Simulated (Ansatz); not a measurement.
# Ba6LiNb2IrCl2O12: do the settings matter for the field gradients?

Cell: a Materials Project structure (computed, not necessarily an observed phase), atoms as given.

```
CELL_PARAMETERS angstrom
5.54118 -2.94428 0.00000
5.54118 2.94428 0.00000
-1.08470 0.00000 15.01141
ATOMIC_POSITIONS crystal
Ba 0.30687 0.30687 0.37765
Ba 0.31565 0.31565 0.79625
Ba 0.65689 0.65689 0.64168
Ba 0.65263 0.65263 0.92642
Ba 0.35726 0.35726 0.05817
Ba 0.71312 0.71312 0.19792
Li 0.49961 0.49961 0.27232
Nb 0.00312 0.00312 0.81459
Nb 0.00819 0.00819 0.18517
Ir 0.00571 0.00571 0.00458
Cl 0.64013 0.64013 0.40981
Cl 0.30476 0.30476 0.58297
O 0.70363 0.17516 0.91146
O 0.85005 0.33426 0.76348
O 0.68228 0.15671 0.25019
O 0.33426 0.85005 0.76348
O 0.85206 0.85206 0.74585
O 0.31442 0.82030 0.09645
O 0.15990 0.15990 0.25159
O 0.82030 0.31442 0.09645
O 0.85219 0.85219 0.07710
O 0.17516 0.70363 0.91146
O 0.15671 0.68228 0.25019
O 0.15629 0.15629 0.92726
```

Atom numbers follow the list; atoms alike are taken as one site, whose name carries the number of the first.

Reference run. The numbers come from a DFT calculation in Ansatz (PBE, plane waves and PAW, scalar-relativistic, 420 eV cutoff, Γ-centred 5×5×2 k-points, Fermi–Dirac smearing 0.02 eV).

Problem. The input is changed as follows: `hamiltonian.xc`: pbe → pbesol. What happens to V_zz (10²¹ V/m²) and η?

Solution. 

```
site  atom  V_zz reference  η reference  V_zz changed  η changed
 Ba1     1          -19.40         0.14        -19.11       0.13
 Ba2     2           -6.10         0.85         -5.91       0.86
 Ba3     3          -10.30         0.15         -9.99       0.14
 Ba5     5            9.37         0.12          9.17       0.14
 Ba6     6           13.49         0.84         13.37       0.83
  Li     7            0.62         0.77          0.61       0.77
 Nb8     8            6.14         0.52          6.22       0.52
 Nb9     9           -3.22         0.70         -3.14       0.69
  Ir    10           12.46         0.15         12.77       0.15
Cl11    11           -1.96         0.48         -2.00       0.49
Cl12    12            0.62         0.34          0.75       0.39
 O14    14           -1.53         0.39         -1.56       0.50
 O15    15           -1.97         0.80         -1.94       0.75
 O17    17            1.72         0.62          1.85       0.57
```

The largest change of V_zz is on Ir, from 12.46 to 12.77. In per cent, |V_zz| changes by -3 to -1 on Ba, -2 on Li, -2 to +1 on Nb, +2 on Ir, +2 to +20 on Cl, -1 to +8 on O (all sites that start above 0.5). The table leaves out 6 of the 20 sites, with |V_zz| up to 8.29; their tensors move by 0.20 at most along any direction. The statements above cover all sites. Its pressure is -5 GPa, against -2 GPa in the reference run. SCF iterations: 12 and 12.

On the reference run: The largest force is 0.5 eV/Å, so the atoms aren't at the calculated equilibrium and relaxing them would move these values. Spin–orbit coupling is left out, which shifts gradients on Ir by a few per cent, and by more where contributions nearly cancel. With these PAW files V_zz is typically within 2 to 3 % of all-electron values, but misses above 10 % occur on Li.
